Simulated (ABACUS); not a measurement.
Input and output of a self-consistent single point for ZnS (P6_3mc, 8 atoms in the cell; from Materials Project mp-10281, changed as shown) (ABACUS).

All values come from this method and carry its errors: PBE, numerical atomic orbitals DZP (confined pseudo-atomic orbitals with Gaussian additions; energy shift 0.003 Ry), PseudoDojo 0.5 standard norm-conserving PBE (tails mended) pseudopotentials (ABACUS).

The change in words: volume scaled by 1.04. Reference geometry (P6_3mc):
```
CELL_PARAMETERS angstrom
      3.80895     0.00000     0.00000
     -1.90447     3.29865     0.00000
      0.00000     0.00000    12.45260
ATOMIC_POSITIONS crystal
  Zn 0.66667 0.33333 0.74993
  Zn 0.33333 0.66667 0.24993
  Zn 0.00000 0.00000 0.50000
  Zn 0.00000 0.00000 0.00000
  S  0.66667 0.33333 0.93773
  S  0.33333 0.66667 0.43773
  S  0.00000 0.00000 0.68734
  S  0.00000 0.00000 0.18734
```

Reference input (self-consistent single point, DFT, PBE, numerical atomic orbitals DZP (confined pseudo-atomic orbitals with Gaussian additions; energy shift 0.003 Ry), PseudoDojo 0.5 standard norm-conserving PBE (tails mended) pseudopotentials): basis = DZP numerical atomic orbitals, energy shift 0.003 Ry; KPT = Gamma 12 12 2 0 0 0; basis_type = lcao; dft_functional = PBE; ecutwfc = 100 Ry; smearing_method = fixed; potentials = PseudoDojo 0.5 standard norm-conserving PBE (tails mended); symmetry = 1; ks_solver = scalapack_gvx; scf_nmax = 100; scf_thr = 1.0e-06; mixing_type = broyden. This run's input differs from it in these lines:

```diff
@@ -33,5 +33,5 @@
 LATTICE_VECTORS
-   3.8089500000    0.0000000000    0.0000000000
-  -1.9044750000    3.2986470000    0.0000000000
-   0.0000000000    0.0000000000   12.4526000000
+   3.8590720000    0.0000000000    0.0000000000
+  -1.9295360000    3.3420540000    0.0000000000
+   0.0000000000    0.0000000000   12.6164640000
 
@@ -43,5 +43,5 @@
 4
-   1.9044769045    1.0995479005    9.3385783180 1 1 1
-  -0.0000019045    2.1990990995    3.1122783180 1 1 1
-   0.0000000000    0.0000000000    6.2263000000 1 1 1
+   1.9295379295    1.1140168860    9.4614648475 1 1 1
+  -0.0000019295    2.2280371140    3.1532328475 1 1 1
+   0.0000000000    0.0000000000    6.3082320000 1 1 1
    0.0000000000    0.0000000000    0.0000000000 1 1 1
@@ -51,6 +51,6 @@
 4
-   1.9044769045    1.0995479005   11.6771765980 1 1 1
-  -0.0000019045    2.1990990995    5.4508765980 1 1 1
-   0.0000000000    0.0000000000    8.5591700840 1 1 1
-   0.0000000000    0.0000000000    2.3328700840 1 1 1
+   1.9295379295    1.1140168860   11.8308367867 1 1 1
+  -0.0000019295    2.2280371140    5.5226047867 1 1 1
+   0.0000000000    0.0000000000    8.6718003658 1 1 1
+   0.0000000000    0.0000000000    2.3635683658 1 1 1
 # file: KPT
```

Log, with long lists cut:

```
 SELF-CONSISTENT
 -------------------------------------------

                  longest orb rcut (Bohr) = 7.7
   longest nonlocal projector rcut (Bohr) = 1.9
                     search radius (Bohr) = 19.2

                          real space grid = [ 48, 48, 160 ]
                                 init_chg = atomic

 LCAO ALGORITHM --------------- ION=   1  ELEC=   1--------------------------------

 Density error is 0.0455937774891
 E_KohnSham     -1760.5996305577     -23954.1868722799
 E_Fermi        0.4670021244         6.3538898702

 LCAO ALGORITHM --------------- ION=   1  ELEC=   2--------------------------------

   [... lines left out ...]

   [... 4 blocks of this kind left out ...]

 LCAO ALGORITHM --------------- ION=   1  ELEC=   7--------------------------------

 Density error is 3.77593615158e-06
 E_KohnSham     -1760.7302876593     -23955.9645533454
 E_Fermi        0.5044239729         6.8630402386

 LCAO ALGORITHM --------------- ION=   1  ELEC=   8--------------------------------

 Density error is 7.77139915844e-07
 E_KohnSham     -1760.7302876595     -23955.9645533485
 E_KS(sigma->0) -1760.7302876595     -23955.9645533485
 E_entropy(-TS) 0.0000000000         0.0000000000
 E_Fermi        0.5044262519         6.8630712473
 charge density convergence is achieved
 final etot is -23955.964553 eV
 EFERMI = 6.8630712473 eV

 STATE ENERGY(eV) AND OCCUPATIONS    NSPIN == 1
   [... 60 lines left out ...]

 TOTAL-FORCE (eV/Angstrom)
                       Zn1         0.0000372492        -0.0000215058         0.0041701626
                       Zn2        -0.0000372492         0.0000215058         0.0041701626
                       Zn3        -0.0000106497         0.0000061486         0.0137351325
                       Zn4         0.0000106497        -0.0000061486         0.0137351325
                        S1        -0.0000119572         0.0000069035        -0.0174420896
                        S2         0.0000119572        -0.0000069035        -0.0174420896
                        S3         0.0000105940        -0.0000061164        -0.0004632055
   [... lines left out ...]

 TOTAL-STRESS (KBAR)
         3.4701725753        -0.0004057161         0.0000000000
        -0.0004057161         3.4697048983         0.0000000000
        -0.0000000000         0.0000000000         4.6442126907
 TOTAL-PRESSURE: 3.861363 KBAR

 --------------------------------------------
 !FINAL_ETOT_IS -23955.9645533485418127 eV
 --------------------------------------------
```

The run converged in 8 iterations. Against the reference run the free energy drops by 8.6 meV/atom, the pressure goes from 3.34 to 0.39 GPa and the gap on the mesh goes from 2.303 to 2.116 eV.

The atom-centred basis is finite, which shifts total energies, pressures and gaps against plane waves. The structure comes from a collection of computed structures, made at another level of theory; the collection holds predicted forms beside known ones.

Cost on one core: roughly 30 core-seconds.

The atomic orbitals were generated for these runs; they are not ABACUS's published sets and were checked against plane waves on a few crystals only.

“Tails mended”: in these copies of the files the far tail of each local potential was reset to the Coulomb form.
